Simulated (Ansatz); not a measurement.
CdF2 (fluorite), relaxed and computed with several functionals in Ansatz (plane waves, PAW). Much of their spread follows the volume that each gives.

| functional | V (Å³/atom) | B₀ by P(V) fit (GPa) |
|---|---|---|
| PBE | 13.72 | 93.4 |
| LDA | 12.39 | 127 |
| r²SCAN | 13.04 | ? |
| HSE06 | 13.25 | 103 |

**Question.** Fit a straight line to ln B₀ against ln V and predict the withheld value.

**Answer.** Least squares on the 3 shown rows: ln B₀ = -3.03 × ln V + (12.469), with a scatter of 0.3 %. For r²SCAN this gives 109. The run itself gave 113, a miss of 3.5 % of that, well beyond the scatter: the line misses something about this case.

All cells were relaxed under the symmetry of their starts (and spin orders); stability against distortions was not tested throughout. Scalar-relativistic: spin–orbit coupling is off unless named, which matters more the heavier the elements.

Potentials: the later of the program's two PAW sets.

Ansatz (a quantum-chemistry and plane-wave program) is a plane-wave DFT program.
